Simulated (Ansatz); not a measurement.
C:
```yaml
crystal:
  lattice:
    - [3.80228, 0.00000, 0.00000]
    - [0.00000, 3.80228, 0.00000]
    - [0.00000, 0.00000, 4.68131]
  atoms:
    - { symbol: C, position: [0.92429, 0.07571, 0.75000] }
    - { symbol: C, position: [0.42429, 0.42429, 0.00000] }
    - { symbol: C, position: [0.07571, 0.92429, 0.25000] }
    - { symbol: C, position: [0.57571, 0.57571, 0.50000] }
    - { symbol: C, position: [0.62087, 0.16670, 0.53359] }
    - { symbol: C, position: [0.33330, 0.12087, 0.78359] }
    - { symbol: C, position: [0.37913, 0.83330, 0.03359] }
    - { symbol: C, position: [0.66670, 0.87913, 0.28359] }
    - { symbol: C, position: [0.12087, 0.33330, 0.21641] }
    - { symbol: C, position: [0.83330, 0.37913, 0.96641] }
    - { symbol: C, position: [0.87913, 0.66670, 0.71641] }
    - { symbol: C, position: [0.16670, 0.62087, 0.46641] }
```

Relaxed with PBE. Special points in fractions of this cell's reciprocal vectors: Γ (0.000, 0.000, 0.000); X (0.000, 0.500, 0.000); M (0.500, 0.500, 0.000); Z (0.000, 0.000, 0.500); R (0.000, 0.500, 0.500); A (0.500, 0.500, 0.500).

### Question
List the band energies nearest the valence-band maximum at these points for plane-wave PAW PBE (Ansatz code).

### Answer
In eV from the valence-band maximum; about four levels below and three above (degenerate sets whole), none deeper than 8.9 eV; points with the same levels are listed once.

| k | below | above |
|---|---|---|
| Γ | -1.88 -1.67 -1.67 -0.51 | 4.97 6.28 6.28 |
| X | -0.96 -0.96 -0.46 -0.46 | 6.13 6.13 6.43 6.43 |
| M | -1.23 -1.23 -0.37 -0.37 | 5.29 5.29 6.36 6.36 |
| Z | -1.88 -1.88 -1.56 -1.56 | 4.99 4.99 5.37 5.37 |
| R | -1.60 -1.60 -0.88 -0.88 | 5.24 5.24 5.94 5.94 |
| A | -1.75 -1.75 -1.75 -1.75 | 5.61 5.61 5.61 5.61 |

Space group P4_12_12. The start of the workflow was typed in or built on a structure type; neither database checked (COD, Materials Project) lists it. It is not the phase usual at ambient conditions (space group No. 194, 227). Symmetry was held in the PBE relaxation; its stability against distortions is not shown here. The volume moved by 26 % from the start of the relaxation.

Potentials: the earlier of the program's two PAW sets.
